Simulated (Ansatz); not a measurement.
Input file for Ansatz (a quantum-chemistry and plane-wave program):

Ansatz 0.2 input:
```yaml
crystal:
  lattice:
    - [0.0, 3.5911682644, 3.5911682644]
    - [3.5911682644, 0.0, 3.5911682644]
    - [3.5911682644, 3.5911682644, 0.0]
  atoms:
    - { symbol: K, position: [0.0, 0.0, 0.0] }
    - { symbol: I, position: [0.5, 0.5, 0.5] }
kpoints:
  mp_grid: { grid: [6, 6, 6] }
hamiltonian:
  xc: pbe
  pseudopotentials: { kind: paw }
scf:
  occupations: { method: fixed }
phonons:
  method: dfpt
  response_accuracy: low
  qmesh: [3, 3, 3]
  interpolated_qmesh: [13, 13, 13]
  dielectric: true
  rigid_motions: translations
  temperatures: { t_max: 1000, t_step: 50 }
  qpath:
    path:
      - [[0.0, 0.0, 0.0], [0.5, 0.0, 0.5], [0.625, 0.25, 0.625]]  # Γ-X-U
      - [[0.375, 0.375, 0.75], [0.0, 0.0, 0.0], [0.5, 0.5, 0.5], [0.5, 0.25, 0.75], [0.5, 0.0, 0.5]]  # K-Γ-L-W-X
    npoints: 13
```

Output (shortened):

```
Pseudopotential: K, paw, valence charge 9
Pseudopotential: I, paw, valence charge 17
Functional definition: PBE
Crystal: 2 atoms, lattice volume = 92.627 Å³
Basis set: ecut = 420 eV, 1837 PW (Γ), exchange–correlation on 72×72×72 points (8 copies of the dense FFT grid, shifted against one another)
Bands: 17, of which v1, the nominal top of the filled ones, is band 13 counted from 1 (12 counted from 0)
Symmetry: 48 space group operations
k-points: 30 of 216 (irreducible under 8 space group operations, time reversal used)
SCF iter   1: F=—  HF=-9053.698333 eV  |F-HF|=—  |Δ(HF+E_count)|=         —  Δρ=2.20e-4  dr2=2.73e-5  ethr=1.77e-3  ⟨swp⟩=5.3  Hψ=2349  notcnv=0  defer=58
preconditioner: auto → none
SCF iter   2: F=—  HF=-9053.697728 eV  |F-HF|=—  |Δ(HF+E_count)|=   6.05e-4  Δρ=2.66e-4  dr2=1.26e-4  ethr=1.05e-7  ⟨swp⟩=3.7  Hψ=1627  notcnv=0  defer=58
SCF iter   3: F=—  HF=-9053.697691 eV  |F-HF|=—  |Δ(HF+E_count)|=   3.75e-5  Δρ=1.35e-4  dr2=2.83e-5  ethr=1.05e-7  ⟨swp⟩=2.0  Hψ=901  notcnv=0  defer=57
SCF iter   4: F=—  HF=-9053.697691 eV  |F-HF|=—  |Δ(HF+E_count)|=   7.96e-7  Δρ=1.92e-5  dr2=4.40e-7  ethr=1.05e-7  ⟨swp⟩=2.0  Hψ=912  notcnv=0  defer=56
SCF iter   5: F=—  HF=-9053.697691 eV  |F-HF|=—  |Δ(HF+E_count)|=   4.24e-7  Δρ=4.53e-6  dr2=3.54e-8  ethr=1.69e-9  ⟨swp⟩=2.0  Hψ=901  notcnv=0  defer=50
SCF iter   6: F=—  HF=-9053.697691 eV  |F-HF|=—  |Δ(HF+E_count)|=   1.35e-8  Δρ=1.81e-6  dr2=6.77e-9  ethr=1.36e-10  ⟨swp⟩=3.0  Hψ=900  notcnv=0  defer=50
SCF iter   7: F=—  HF=-9053.697691 eV  |F-HF|=—  |Δ(HF+E_count)|=   3.21e-9  Δρ=4.72e-7  dr2=3.62e-10  ethr=2.61e-11  ⟨swp⟩=2.0  Hψ=900  notcnv=0  defer=50
SCF iter   8: F=-9053.697691 eV  HF=-9053.697691 eV  |F-HF|=4.91e-11  |Δ(HF+E_count)|=  1.75e-10  Δρ=1.54e-7  dr2=3.81e-11  ethr=1.00e-12  ⟨swp⟩=10.9  Hψ=3659  notcnv=0
SCF 1 converged in 8 iterations: F = -9053.697691 eV  dr2 = 3.81e-11
NSCF: frozen V_eff on 2 k-points
DFPT response loops at Γ: preconditioner auto → none (the input reference at scf.mixing.eps_inf says where Resta's filter doesn't serve); β = 0.50 …
── the response to a field inside a basis, on 6×6×6 k-points: an SCF that follows is theirs, and a resumed run solves both again ──
Crystal: 2 atoms, lattice volume = 92.627 Å³
Bands: 14, of which v1, the nominal top of the filled ones, is band 13 counted from 1 (12 counted from 0)
k-points: 28 of 216 (irreducible under 12 space group operations)
SCF iter   1: F=—  HF=-9053.695867 eV  |F-HF|=—  |Δ(HF+E_count)|=         —  Δρ=5.04e-5  dr2=4.33e-7  ethr=1.00e-1
preconditioner: auto → none
SCF iter   2: F=—  HF=-9053.695868 eV  |F-HF|=—  |Δ(HF+E_count)|=   1.03e-6  Δρ=2.40e-5  dr2=1.10e-7  ethr=1.67e-9
SCF iter   3: F=-9053.695868 eV  HF=-9053.695868 eV  |F-HF|=2.63e-9  |Δ(HF+E_count)|=   4.22e-7  Δρ=4.18e-6  dr2=1.25e-8  ethr=4.24e-10
SCF 1 converged in 3 iterations: F = -9053.695868 eV  dr2 = 1.25e-8
DFPT response loops at Γ: mixed as the last ones told, above
NSCF: frozen V_eff on 16 k-points
NSCF: frozen V_eff on 252 k-points
DFPT response loops at q = (0, 0, 0.3333333333333333) (fractional): mixed as the last ones told, above
NSCF: frozen V_eff on 150 k-points
DFPT response loops at q = (0, 0.3333333333333333, 0.3333333333333333) (fractional): mixed as the last ones told, above
NSCF: frozen V_eff on 252 k-points
DFPT response loops at q = (0, 0.3333333333333333, -0.33333333333333337) (fractional): mixed as the last ones told, above
SCF converged after 8 iterations
Free energy (F): -9053.697691 eV
Harris-Foulkes:  -9053.697691 eV  (|F-HF|=4.91e-11)
Internal energy: -9053.697691 eV  (E = F + TS)
E sigma→0 (E₀):  -9053.697691 eV
Fermi energy:    1.892124 eV
--- Per-component energies (eV) ---
  E_band       = -531.233401
  E_kinetic    = 442.607463
  E_local      = -2887.722646  (includes V_loc(G=0)·N_el)
  E_nonlocal   = -77.462675
  E_hartree    = 1365.945571
  E_xc         = -263.263727
  E_vxc        = -293.496972  (∫ρ·V_xc dr)
  E_paw        = -5599.002519  (= ΣΔE_a)
  E_vpaw       = -447.049323  (= ΣTr[D̂ρ^β])
  E_aug_tail   = -0.000010  (compensation charges beyond the density's cutoff)
  E_ewald      = -2034.799147
  E_smearing   =  0.000000  (= −TS)
  E_closure    = 0.000000  (closes the sum)
  Σ components = -9053.697691   (vs F -9053.697691, Δ=0.00e0)
  [band-id]    e_kinetic+e_local+e_nonlocal+2·e_hartree+e_vxc+e_vpaw+e_augmentation_tail = -531.233022   (vs E_band -531.233401, Δ=3.79e-4)
--- Band table (eV; the first three rows and the last of 30) ---
  k-point 0: bands = ["-40.8107", "-40.8107", "-40.8083", "-40.8083", "-40.8083", "-26.6924", "-10.1747", "-10.1747", "-10.1747", "-8.5396", "1.8921", "1.8921", "1.8921", "5.7477", "8.4131", "8.4131", "8.4131"]
  k-point 1: bands = ["-40.8107", "-40.8107", "-40.8083", "-40.8083", "-40.8083", "-26.6920", "-10.2042", "-10.1752", "-10.1752", "-8.4831", "1.5108", "1.8126", "1.8126", "6.3443", "8.3180", "8.6898", "8.6898"]
  k-point 2: bands = ["-40.8107", "-40.8107", "-40.8082", "-40.8082", "-40.8082", "-26.6913", "-10.2587", "-10.1762", "-10.1762", "-8.3733", "0.9256", "1.6643", "1.6643", "7.1594", "8.7924", "9.3545", "9.3545"]
  k-point 29: bands = ["-40.8107", "-40.8107", "-40.8083", "-40.8082", "-40.8082", "-26.6904", "-10.2063", "-10.2054", "-10.1947", "-8.3839", "1.0896", "1.3756", "1.3981", "7.5905", "8.1570", "9.2121", "10.0364"]
--- Phonons (Γ-DFPT): 2 representative perturbations + reference, on 30 of 216 k-points (Σ response iterations 5) ---
  ASR residual: 4.675e-4 → 0.000e0 eV/Å²; symmetrization residual: 2.063e-5 eV/Å²
  ASR residual per site (eV/Å²): 9.59e-5 4.68e-4
  Γ frequencies (cm⁻¹): 0.00 0.00 0.00 87.78 87.78 87.78
  ε∞ (high-frequency dielectric tensor):
        2.800259     0.000000     0.000000
        0.000000     2.800259     0.000000
        0.000000     0.000000     2.800259
  ε⁰ (static dielectric tensor: ions relaxed, cell fixed):
        5.884955     0.000000     0.000000
        0.000000     5.884955     0.000000
        0.000000     0.000000     5.884955
  ε⁰ − ε∞ (ionic part):
        3.084696     0.000000     0.000000
        0.000000     3.084696     0.000000
        0.000000     0.000000     3.084696
  softest optical mode at Γ: 87.78 cm⁻¹; the repairs (sum rule, projections) moved no ω² at Γ by more than (1.36 cm⁻¹)²
  Born effective charges Z* (e; rows j = field, columns β = displacement):
    site 0:
         1.15637    0.00000    0.00000
         0.00000    1.15637    0.00000
         0.00000    0.00000    1.15637
    site 1:
        -1.15637    0.00000    0.00000
         0.00000   -1.15637    0.00000
         0.00000    0.00000   -1.15637
  Z* charge neutrality: 2.218e-4 e pre-enforcement
  solved inside a basis spanned on kpoints, on 6×6×6 k-points, its susceptibility summed on 10×10×10: ε∞ is read to err by 5.8e-3, Z* by 1.8e-2 e (field_mesh …
  optical modes at Γ without the LO–TO term, one row a degenerate level:
      ω (cm⁻¹)  modes    IR ((D/Å)²/amu)
         87.78      3             3.0964
  optical modes at Γ + LO–TO along q̂ = [1.0000, 0.0000, 0.0000]:
      ω (cm⁻¹)  modes    IR ((D/Å)²/amu)
         87.78      2             2.0643
        127.25      1             1.0321
  optical modes at Γ + LO–TO along q̂ = [0.0000, 1.0000, 0.0000]:
      ω (cm⁻¹)  modes    IR ((D/Å)²/amu)
         87.78      2             2.0643
        127.25      1             1.0321
  optical modes at Γ + LO–TO along q̂ = [0.0000, 0.0000, 1.0000]:
      ω (cm⁻¹)  modes    IR ((D/Å)²/amu)
         87.78      2             2.0643
        127.25      1             1.0321
  non-analytic LO–TO correction: the dipole-dipole term of the run's Born effective charges and high-frequency dielectric tensor (where they are solved with …
--- Phonons (arbitrary-q DFPT): 4 irreducible q on the 3×3×3 mesh ---
  q = [0.0000, 0.0000, 0.0000] (star 1, of the zone-centre solve; hermiticity 4.87e-5, symmetrization 4.29e-12):  0.00 0.00 0.00 87.78 87.78 87.78
  q = [0.0000, 0.0000, 0.3333] (star 8, 2 solved perturbations on 126 of 216 k-point pairs; hermiticity 1.96e-4, symmetrization 1.22e-9): 38.66 38.66 53.45 82.55 82.55 122.55
  q = [0.0000, 0.3333, 0.3333] (star 6, 4 solved perturbations in 246 linear systems a pass and spin channel, the states on 75 of 216 k-point pairs; hermiticity 3.83e-4, symmetrization 4.74e-10): 26.79 26.79 59.45 90.12 90.12 97.45
  q = [0.0000, 0.3333, -0.3333] (star 12, 4 solved perturbations in 402 linear systems a pass and spin channel, the states on 126 of 216 k-point pairs; hermiticity 2.25e-4, symmetrization 8.68e-12): 43.19 43.44 55.78 83.31 93.76 100.11
  sum rule: each row above includes the acoustic sum rule's correction from the zone centre's row sums; it moved no ω² by more than (1.00 cm⁻¹)²
  mesh force constants: q→R imaginary residual 1.40e-16; ASR residual 4.675e-4 → 0.000e0 eV/Å²; symmetrization residual 4.996e-16 eV/Å²
  interpolated dispersion: 81 rows × 6 modes
  density of states and harmonic sums: on the 13×13×13 q-mesh, interpolated from the force constants of a 3×3×3 supercell (with the dipole–dipole term)
  largest difference from the sums on the solved wave vectors: F 3.56e-2 eV, S 4.51e-5 and C_V 9.45e-6 eV/K
  zero-point energy: 0.025410 eV/cell   skipped modes (ω ≤ 0): 3   left out of the sums: 2.28e-4 of the cell's modes …
```

Cost: about 4 core-minutes (a rough figure) on shared cores.

Space group Fm-3m (rock salt). Symmetry was held in the PBE relaxation. Scalar-relativistic: spin–orbit coupling is off unless named, which matters more the heavier the elements.

Potentials: the later of the program's two PAW sets.

Ansatz is a plane-wave DFT program.
